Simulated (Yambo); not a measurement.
Material: BeO (wurtzite, space group P6_3mc, No. 186) under biaxial strain of -2 % along x and y, z relaxed; a = b = 2.6371 Å, c = 4.4013 Å, α = β = 90.00°, γ = 120.00° (4 atoms in the cell). The PBEsol cell relaxed from Materials Project entry mp-2542 was given a biaxial strain of -2 % along x and y, z relaxed, and the atoms were relaxed again.

With norm-conserving PBEsol (Quantum ESPRESSO, 88 Ry, no spin-orbit coupling), the gap between the mesh's edge points (Γ → Γ) is 7.855 eV.

Problem. By how much does one-shot G0W0 (Yambo; 6×6×4 Γ-centred k mesh, bands 3 to 67 and a 10 Ry block in the screening, 67 bands in G with the Bruneval-Gonze terminator, plasmon pole fitted at 27.2 eV) open this gap, and what gap results?

Solution. The correction is 2.820 eV, giving 10.675 eV, 1.4 times the PBEsol value.  Convergence of the G0W0 settings was not tested.
